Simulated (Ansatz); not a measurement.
Values for one crystal, relaxed and computed with DFT-r²SCAN in the program Ansatz with PAW potentials; other levels are named.

| Quantity | Result |
|---|---|
| Volume per atom | 19.47 Å³ |
| Electronic character | metallic (no gap) |
| Density of states at the Fermi level | 0.53 states/eV per atom (mean over ±0.08 eV) |
| Formation energy from the elements (no fitted shifts) | -0.89 eV/atom |

Which compound is it?
A) LaGe2Pd2, I4/mmm (La on 2a, Ge on 4e, Pd on 4d)
B) LaSiNi4, Cmmm (La on 2a, Si on 2c, Ni on 4i, Ni on 4f)
C) Mg2Cu3Ge, P6_3/mmc (Mg on 4f, Cu on 6h, Ge on 2a)
D) Ag5Pb2O6, P-31m (Ag on 2e, Ag on 3f, Pb on 2d, O on 6k)

A, LaGe2Pd2, I4/mmm (La on 2a, Ge on 4e, Pd on 4d)

The workflow started from a Materials Project entry (that database holds measured and hypothetical structures alike); the Crystallography Open Database copy checked does not list it. Whether it is the stable phase at ambient conditions was not checked. Symmetry was held in the r²SCAN relaxation; its stability against distortions is not shown here. No spin polarisation was allowed. The references are the lowest solids computed at this level, not always the standard phases. Scalar-relativistic: spin–orbit coupling is off unless named, which matters more the heavier the elements.

Potentials: the later of the program's two PAW sets.
